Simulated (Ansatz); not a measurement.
## Zone-centre phonons of CdSi2: input and output

All numbers below come from Ansatz 0.2.0, DFT PBE, scalar-relativistic, plane waves, PAW.

It can be run as:
```bash
ansatz run input.yaml --threads 1 --pin off --backend cpu --events-out ev --progress --plain --runs-dir out  # memory cap (--max-ram) not shown
```

Input (bare energies are in eV):
```yaml
crystal:
  lattice:
    - [3.7523754671, 0.0, 0.0]
    - [-1.8761877335, 3.249652479, 0.0]
    - [0.0, 0.0, 4.96660471]
  atoms:
    - { symbol: Cd, position: [0.0, 0.0, 0.0] }
    - { symbol: Si, position: [0.3333333333, 0.6666666667, 0.4022773174] }
    - { symbol: Si, position: [0.6666666667, 0.3333333333, 0.5977226826] }
basis:
  ecutwfc: 420
kpoints:
  mp_grid: { grid: [15, 15, 8] }
hamiltonian:
  xc: pbe
scf:
  occupations: { method: fermi_dirac, width: 0.15 }
output:
  eigenvalues: true
phonons:
  method: dfpt
  eigenvectors: true
```

Results section of the output:
```
--- Phonons (Γ-DFPT): 4 representative perturbations + reference, on 488 of 1800 k-points (Σ response iterations 12) ---
  k mesh reduced under 2 symmetry operations, with k and −k counted as one. Each operation leaves every solved perturbation unchanged. A smaller set is not used because it would not reduce the number of displacements ...
  ASR residual: 6.219e-5 → 0.000e0 eV/Å²; symmetrization residual: 5.850e-6 eV/Å²
  ASR residual per site (eV/Å²): 6.22e-5 1.21e-5 1.21e-5
  Γ frequencies (cm⁻¹): 0.00 0.00 0.00 51.48 51.48 148.27 305.83 414.92 414.92
  non-analytic LO–TO correction: not included (Born effective charges unavailable; polar crystals: no LO–TO splitting at Γ)
```

The cell was built by swapping an element in a database structure (itself possibly hypothetical) and relaxing; it need not be the stable form of this composition. In a metal, frequencies and elastic constants depend on the k mesh and the smearing, soft modes and shear constants most.